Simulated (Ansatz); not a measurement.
A relaxed 1×1 slab of 6 planes, cut along (110) from a bcc crystal of one element, has a cell area of 19.74 Å² and a bulk spacing of 3.736 Å between its first planes. All-electron LAPW in Ansatz 0.2.0 (PBE, scalar-relativistic, no spin polarisation) gives γ = 0.11 J/m², Φ = 2.35 eV and a change of the outer spacing of -1.8 %. The bcc structure needn't be the element's own.

Question: Which element is it?

Answer: K. Neighbours weren't tried against these numbers.
